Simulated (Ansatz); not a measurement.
BiRh:
```
BiRh
1.0
    4.07861     0.00000     0.00000
   -2.03931     3.53218     0.00000
    0.00000     0.00000     5.59497
Bi Rh
2 2
Direct
  0.33333   0.66667   0.25000
  0.66667   0.33333   0.75000
  0.00000   0.00000   0.50000
  0.00000   0.00000   0.00000
```

Relaxed with LDA. Special points in fractions of this cell's reciprocal vectors: Γ (0.000, 0.000, 0.000); M (0.500, 0.000, 0.000); K (0.333, 0.333, 0.000); A (0.000, 0.000, 0.500); L (0.500, 0.000, 0.500); H (0.333, 0.333, 0.500).

Q: List the band energies nearest the Fermi level at these points for plane-wave PAW LDA (Ansatz code).

A: In eV from the Fermi level; about four levels below and three above (degenerate sets whole), none deeper than 8.9 eV; points with the same levels are listed once.

```tsv
k	below	above
Γ	-2.07 -2.07 -1.00 -1.00	1.31 1.31 1.46
M	-1.70 -1.18 -1.03 -0.94	0.06 2.97 5.29
K	-1.35 -1.06 -1.06 -1.00	0.54 0.54 1.30 1.30
A	-2.12 -2.12 -2.12 -2.12 -0.28 -0.28	3.46 3.46 3.46 3.46
L	-1.80 -1.80 -1.56 -1.56	1.52 1.52 2.63 2.63
H	-1.00 -1.00 -0.61 -0.61	5.02 5.02 6.87 6.87
```

Space group P6_3/mmc (NiAs type). The workflow started from a Materials Project entry (that database holds measured and hypothetical structures alike); the Crystallography Open Database files this formula in space group No. 194, but the cells were not matched. Its standing as an ambient phase is unchecked. Symmetry was held in the LDA relaxation; its stability against distortions is not shown here. No spin polarisation was allowed. Spin–orbit coupling is left out wherever it is not named.

Potentials: the later of the program's two PAW sets.
